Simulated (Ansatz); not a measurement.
**Zincblende alloy of CuI and AgI (6 of 32 Cu sites exchanged), 64 atoms**

Ansatz, PAW, plane waves. PBEsol relaxation of volume and atoms (shape held) at the single k point (¼, ¼, ¼) without its symmetry partners; single points on the relaxed atoms at the single k point (¼, ¼, ¼) without its symmetry partners, onto which points of the small cell's zone fold. Arrangement: unlike neighbours preferred. No spin–orbit coupling unless named.

Relaxed structure:

```
CELL_PARAMETERS angstrom
12.06344 0.00000 0.00000
0.00000 12.06344 0.00000
0.00000 0.00000 12.06344
ATOMIC_POSITIONS crystal
Cu 0.00197 0.00401 0.99992
Cu 0.00426 0.00145 0.49983
Cu 0.00143 0.49644 0.99742
Cu 0.99933 0.49722 0.50258
Cu 0.49774 0.99918 0.00266
Cu 0.49670 0.00116 0.49755
Cu 0.49903 0.50017 0.00030
Cu 0.50047 0.49883 0.50027
Cu 0.24638 0.24817 0.99982
Cu 0.24852 0.24593 0.49974
Cu 0.25151 0.75183 0.00239
Cu 0.24872 0.75309 0.49795
Cu 0.75353 0.24849 0.99767
Cu 0.75220 0.25099 0.50230
Cu 0.75023 0.75043 0.00028
Cu 0.75065 0.74965 0.50014
Cu 0.25022 0.00016 0.24987
Cu 0.24773 0.00312 0.74887
Cu 0.24736 0.49683 0.75001
Cu 0.75348 0.00335 0.74986
Cu 0.75334 0.49744 0.74896
Cu 0.00342 0.24724 0.24888
Cu 0.00064 0.24983 0.74975
Cu 0.00361 0.75287 0.24994
Cu 0.49722 0.24704 0.24998
Cu 0.49755 0.75314 0.24904
I 0.12585 0.12400 0.12623
I 0.12444 0.12528 0.62619
I 0.11769 0.63042 0.11683
I 0.13224 0.61856 0.61714
I 0.61918 0.13221 0.11717
I 0.63092 0.11721 0.61697
I 0.61620 0.63346 0.11870
I 0.63362 0.61595 0.61893
I 0.38012 0.36661 0.11722
I 0.36685 0.37981 0.61711
I 0.37417 0.87566 0.12635
I 0.36647 0.88315 0.61914
I 0.88373 0.36601 0.11922
I 0.87595 0.37360 0.62643
I 0.88332 0.86934 0.11709
I 0.86967 0.88263 0.61707
I 0.37283 0.12450 0.37362
I 0.36784 0.11787 0.88111
I 0.38291 0.63292 0.38221
I 0.36557 0.61689 0.88061
I 0.88320 0.13243 0.38173
I 0.87752 0.12509 0.87369
I 0.88523 0.63276 0.38163
I 0.86843 0.61735 0.88143
I 0.11820 0.36725 0.38110
I 0.12480 0.37232 0.87366
I 0.12547 0.87694 0.37368
I 0.13319 0.88283 0.88182
I 0.61749 0.36529 0.38093
I 0.63329 0.38255 0.88217
I 0.61772 0.86797 0.38156
I 0.63358 0.88507 0.88180
Ag 0.25099 0.50117 0.25098
Ag 0.75092 0.00044 0.25068
Ag 0.75082 0.50093 0.25074
Ag 0.00110 0.75101 0.75080
Ag 0.50137 0.25074 0.75076
Ag 0.50136 0.75102 0.75150
```

(1) What are the mean bond lengths by pair (pairs within 1.2 times the sum of covalent radii, less contacts 15 % beyond the pair's median; cation–cation pairs of compounds aside; long ionic contacts are cut short by that bound)?

(2) What gap lies between the top filled and the lowest empty level in the single points?

## Answers

(1) Ag–I 2.767 ± 0.010 Å (standard deviation, 24 bonds); Cu–I 2.579 ± 0.007 Å (standard deviation, 104 bonds).

(2) r²SCAN 2.47 eV (8.2 s on NVIDIA GB200). Away from Γ this isn't the crystal's band gap.
